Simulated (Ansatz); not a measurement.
# TaRh3: projected DOS by orbital

```xyz
4
Lattice="3.8698 0.0000 0.0000 0.0000 3.8698 0.0000 0.0000 0.0000 3.8698" Properties=species:S:1:pos:R:3 pbc="T T T"
Ta    0.0000    0.0000    0.0000
Rh    0.0000    1.9349    1.9349
Rh    1.9349    1.9349    0.0000
Rh    1.9349    0.0000    1.9349
```

Atom numbers follow the list: Ta1, Rh2, Rh3, Rh4.

The cell is the one relaxed in the Materials Project (mp-1020), not relaxed further here; entries there can be hypothetical.

No spin–orbit coupling, which matters for the heavy atoms here.

The calculation used DFT, PBEsol, all-electron LAPW, scalar-relativistic in Ansatz 0.2.0.

Numerical set-up: a Γ-centred 9×9×9 k mesh, Fermi–Dirac smearing of 0.05 eV, basis error target 0.5 meV/atom, no spin polarisation.

States per eV for one atom of each kind, in 0.4 eV bins named by their centres, from the Fermi level, projected on a minimal set of Löwdin-orthogonalised atomic shells; orbitals are real harmonics on the Cartesian axes, equal curves share a column, and empty bins are left out, as is all above 10.3 eV, near the top of the computed bands.

Ta1 5d:

```
# E all dz2=dx2-y2 dxz=dyz=dxy
-6.7 0.01 0.00 0.00
-6.3 0.03 0.01 0.00
-5.9 0.23 0.08 0.02
-5.5 0.56 0.14 0.09
-5.1 0.97 0.19 0.19
-4.7 0.98 0.19 0.20
-4.3 0.63 0.11 0.14
-3.9 0.60 0.11 0.12
-3.5 0.50 0.09 0.11
-3.1 0.42 0.03 0.12
-2.7 0.48 0.06 0.12
-2.3 1.13 0.22 0.23
-1.9 0.62 0.08 0.15
-1.5 0.75 0.12 0.17
-1.1 0.49 0.09 0.10
-0.7 0.68 0.12 0.15
-0.3 0.27 0.03 0.07
0.1 0.18 0.01 0.05
0.5 0.18 0.01 0.05
0.9 0.08 0.00 0.03
1.3 1.25 0.20 0.29
1.7 3.87 1.00 0.62
2.1 2.25 0.69 0.29
2.5 2.47 0.45 0.52
2.9 0.93 0.17 0.20
3.3 0.90 0.23 0.14
3.7 0.62 0.13 0.12
4.1 0.56 0.07 0.14
4.5 0.23 0.04 0.05
4.9 0.13 0.04 0.02
5.3 0.23 0.06 0.03
5.7 0.27 0.05 0.05
6.1 0.24 0.03 0.06
6.5 0.18 0.02 0.05
6.9 0.12 0.01 0.03
7.3 0.08 0.01 0.02
7.7 0.06 0.00 0.02
8.1 0.03 0.00 0.01
```

Rh2 4d:

```
# E all dz2 dxz=dxy dyz dx2-y2
-6.7 0.01 0.00 0.00 0.00 0.00
-6.3 0.02 0.00 0.00 0.01 0.01
-5.9 0.28 0.06 0.02 0.14 0.04
-5.5 0.73 0.17 0.12 0.16 0.15
-5.1 1.52 0.31 0.34 0.26 0.27
-4.7 1.65 0.31 0.40 0.26 0.28
-4.3 1.30 0.21 0.35 0.20 0.19
-3.9 1.40 0.30 0.28 0.27 0.26
-3.5 1.39 0.37 0.21 0.33 0.26
-3.1 1.37 0.19 0.30 0.37 0.21
-2.7 1.61 0.19 0.40 0.41 0.21
-2.3 2.49 0.30 0.43 0.85 0.47
-1.9 1.34 0.29 0.23 0.31 0.28
-1.5 1.82 0.43 0.29 0.36 0.46
-1.1 1.44 0.45 0.14 0.18 0.53
-0.7 1.20 0.35 0.12 0.10 0.50
-0.3 0.68 0.20 0.13 0.02 0.21
0.1 0.64 0.14 0.21 0.01 0.08
0.5 0.74 0.12 0.29 0.01 0.05
0.9 0.15 0.01 0.07 0.00 0.00
1.3 0.25 0.04 0.09 0.01 0.03
1.7 0.74 0.22 0.18 0.06 0.11
2.1 0.44 0.13 0.08 0.05 0.10
2.5 0.73 0.13 0.17 0.09 0.16
2.9 0.22 0.03 0.05 0.07 0.03
3.3 0.15 0.01 0.02 0.08 0.01
3.7 0.09 0.00 0.01 0.06 0.00
4.1 0.08 0.00 0.01 0.06 0.00
4.5 0.03 0.00 0.00 0.02 0.00
4.9 0.02 0.00 0.00 0.01 0.00
5.3 0.04 0.00 0.00 0.03 0.00
5.7 0.05 0.00 0.00 0.03 0.01
6.1 0.04 0.00 0.00 0.02 0.01
6.5 0.03 0.00 0.00 0.02 0.01
6.9 0.02 0.00 0.00 0.01 0.00
7.3 0.01 0.00 0.00 0.01 0.00
7.7 0.01 0.00 0.00 0.01 0.00
8.1 0.01 0.00 0.00 0.00 0.00
```

Ta1 6s:

```
# E all
-7.9 0.03
-7.5 0.06
-7.1 0.09
-6.7 0.12
-6.3 0.17
-5.9 0.39
-5.5 0.33
-5.1 0.18
-4.7 0.07
-4.3 0.02
-3.9 0.01
-3.5 0.03
-3.1 0.04
-2.7 0.04
-2.3 0.06
-1.9 0.04
-1.5 0.07
-1.1 0.11
-0.7 0.25
-0.3 0.11
0.1 0.05
0.5 0.03
0.9 0.01
1.3 0.01
1.7 0.03
2.1 0.06
2.5 0.05
2.9 0.04
3.3 0.06
3.7 0.04
4.1 0.02
4.5 0.02
4.9 0.04
5.3 0.19
5.7 0.25
6.1 0.18
6.5 0.13
6.9 0.09
7.3 0.06
7.7 0.05
8.1 0.04
```

Rh2 5s:

```
# E all
-7.9 0.03
-7.5 0.05
-7.1 0.06
-6.7 0.08
-6.3 0.10
-5.9 0.16
-5.5 0.17
-5.1 0.27
-4.7 0.15
-4.3 0.08
-3.9 0.04
-3.5 0.05
-3.1 0.08
-2.7 0.12
-2.3 0.09
-1.9 0.09
-1.5 0.06
-1.1 0.06
-0.7 0.06
-0.3 0.03
0.1 0.02
0.5 0.01
0.9 0.01
1.3 0.04
1.7 0.10
2.1 0.05
2.5 0.20
2.9 0.13
3.3 0.11
3.7 0.07
4.1 0.05
4.5 0.03
4.9 0.01
5.3 0.03
5.7 0.08
6.1 0.09
6.5 0.09
6.9 0.08
7.3 0.07
7.7 0.06
8.1 0.05
```
